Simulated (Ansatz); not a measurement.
MgSe (rock salt, Fm-3m) under volume change, plane-wave PAW PBE (Ansatz code), scaled uniformly.

```
V (Å³/atom)  E − E(relaxed) (meV/atom)  P (GPa)
-----------  -------------------------  -------
19.011                            37.6     6.94
19.638                            15.8     4.26
20.265                             3.7     1.96
20.892                             0.0     0.00
21.518                             3.4    -1.69
22.145                            12.9    -3.13
22.772                            27.6    -4.37
```

### Question
What does a third-order Birch–Murnaghan fit give for V₀, B₀ and B′?

### Answer
V₀ = 20.89 Å³/atom, B₀ = 60.6 GPa, B′ = 4.1.

The PBE relaxation kept the symmetry of its start.

Potentials: the later of the program's two PAW sets.
